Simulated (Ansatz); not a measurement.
HfO2 (fluorite)

```yaml
crystal:
  lattice:
    - [0.00000, 2.52190, 2.52190]
    - [2.52190, 0.00000, 2.52190]
    - [2.52190, 2.52190, 0.00000]
  atoms:
    - { symbol: Hf, position: [0.00000, 0.00000, 0.00000] }
    - { symbol: O, position: [0.25000, 0.25000, 0.25000] }
    - { symbol: O, position: [0.75000, 0.75000, 0.75000] }
```

The relaxed cell is deformed in two ways at once: its volume V is scaled, and at that volume it is stretched along z (the c axis of the conventional cell) so that c/a changes. Fractional atomic positions are held.

The numbers are results of PBEsol (plane waves to 420 eV, PAW, scalar-relativistic; Ansatz, an electronic-structure program), not measurements. k mesh 11×11×11 (Γ-centred), Fermi-Dirac smearing 0.05 eV. Stress and pressure are positive under compression. HfO2 is run without spin polarisation. HfO2 was relaxed with its symmetry unable to fall. Spin-orbit coupling is left out, though Hf is heavy. This is a high-temperature form of HfO2.

Changes of σzz (GPa) from the point V/V₀ = 1.000, (c/a)/(c/a)₀ = 1.000 when one coordinate moves alone (two changes are said to add if the coupling is within 5 % of the smaller one, nearly so within 20 %):

```csv
point,change
"V/V₀ = 1.000, (c/a)/(c/a)₀ = 0.960",12.78
"V/V₀ = 1.000, (c/a)/(c/a)₀ = 0.980",6.30
"V/V₀ = 0.960, (c/a)/(c/a)₀ = 1.000",11.76
"V/V₀ = 0.980, (c/a)/(c/a)₀ = 1.000",5.58
"V/V₀ = 1.020, (c/a)/(c/a)₀ = 1.000",-5.02
"V/V₀ = 1.040, (c/a)/(c/a)₀ = 1.000",-9.55
"V/V₀ = 1.000, (c/a)/(c/a)₀ = 1.020",-6.17
"V/V₀ = 1.000, (c/a)/(c/a)₀ = 1.040",-12.24
```

Q: Do the two effects add at V/V₀ = 0.960, (c/a)/(c/a)₀ = 0.980? Give the computed change.

A: The sum of the single changes is 11.76 + (6.30) = 18.06; the calculation gives 18.41, so the coupling contributes 0.35 (under 20 % of the smaller single change, nearly additive).

Q: What is the change at V/V₀ = 0.960, (c/a)/(c/a)₀ = 0.960, where both move, and how far is it from the sum?

A: The sum of the single changes is 11.76 + (12.78) = 24.54; the calculation gives 25.24, so the coupling contributes 0.70 (under 20 % of the smaller single change, nearly additive).

Q: What is the change at V/V₀ = 0.980, (c/a)/(c/a)₀ = 0.980, where both move, and how far is it from the sum?

A: The sum of the single changes is 5.58 + (6.30) = 11.88; the calculation gives 12.05, so they add (within 5 % of the smaller single change).

(Under strain, the slope of the energy per volume gives the stress and its curvature an elastic modulus.)
